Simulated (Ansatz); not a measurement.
## VN$_{2}$: do energies and stresses tell the same story?

These are results of DFT r2SCAN, scalar-relativistic, plane waves, PAW in Ansatz, not measurements.

Plane waves to 500 eV, a k mesh through Γ of 12×12×12 on the computed 6-atom cell and Gaussian smearing (0.10 eV); no spin polarisation.

Relaxed cell: I4/mcm, a = 4.293 Å, b = 4.293 Å, c = 4.914 Å, α = 90.00°, β = 90.00°, γ = 90.00°, 6 atoms in the primitive cell.

Energies at zero smearing and pressures from the stress tensor, at volumes with shape and atoms relaxed:
```tsv
V (Å³/atom)	E − E(first) (meV/atom)	P (GPa)
7.094	0.00	24.20
7.320	-24.62	11.10
7.546	-32.17	0.00
7.773	-25.29	-9.38
7.999	-6.23	-17.27
```

Question: Check P = −dE/dV between neighbouring volumes, and get the bulk modulus from the pressures alone.

Answer: With 1 eV/Å³ = 160.2 GPa:
| middle V (Å³/atom) | −ΔE/ΔV (GPa) | mean P (GPa) |
| --- | --- | --- |
| 7.207 | 17.422 | 17.647 |
| 7.433 | 5.347 | 5.548 |
| 7.660 | -4.869 | -4.689 |
| 7.886 | -13.492 | -13.327 |

The two differ by 0.23 GPa at most. The mean of two end pressures misses the average over a step by about ΔV² P″/12, up to 0.18 GPa here; with that taken off 0.05 GPa remains. The stress is the derivative of the free energy, not of the energy at zero smearing, and with free energies 0.00 GPa remains. Around V = 7.546 Å³/atom, the two neighbours give B = −V ΔP/ΔV = 7.546 × 20.47 / 0.453 = 341.2 GPa, against B0 = 339.6 GPa from the Birch–Murnaghan fit of the energies.

A ferromagnetic start lost its moments in a first run, so spin was left out; other magnetic orders weren't tried.

Cost: 6 runs of about 13 core-minutes in all, on Arm Neoverse V1 (shared hosts).